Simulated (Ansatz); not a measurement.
SiNi3:
```xyz
4
Lattice="3.4280 0.0000 0.0000 0.0000 3.4280 0.0000 0.0000 0.0000 3.4280" Properties=species:S:1:pos:R:3 pbc="T T T"
Si     0.0000     0.0000     0.0000
Ni     0.0000     1.7140     1.7140
Ni     1.7140     0.0000     1.7140
Ni     1.7140     1.7140     0.0000
```

Relaxed with LDA. Special points in fractions of this cell's reciprocal vectors: Γ (0.000, 0.000, 0.000); X (0.000, 0.500, 0.000); M (0.500, 0.500, 0.000); R (0.500, 0.500, 0.500).

Task: List the band energies nearest the Fermi level at these points for the program Ansatz at the LDA level (PAW).

Result: In eV from the Fermi level; about four levels below and three above (degenerate sets whole), none deeper than 8.9 eV; points with the same levels are listed once.

```json
[
 {"k": "Γ", "below": "-0.96 -0.96 -0.96 -0.65 -0.65 -0.30", "above": "0.05 0.05 0.05"},
 {"k": "X", "below": "-1.46 -1.46 -1.41 -1.26 -0.58", "above": "0.05 3.89 3.89"},
 {"k": "M", "below": "-1.58 -1.58 -1.57 -1.22 -1.11 -1.06", "above": "0.75 0.75 6.05"},
 {"k": "R", "below": "-0.57 -0.21 -0.21 -0.21", "above": "1.52 4.30 4.30 4.30"}
]
```

Space group Pm-3m (Cu3Au type). The cell was relaxed with LDA under the symmetry of its start; of distortions, only those at the zone centre were tested. No spin polarisation was allowed.

Potentials: the later of the program's two PAW sets.
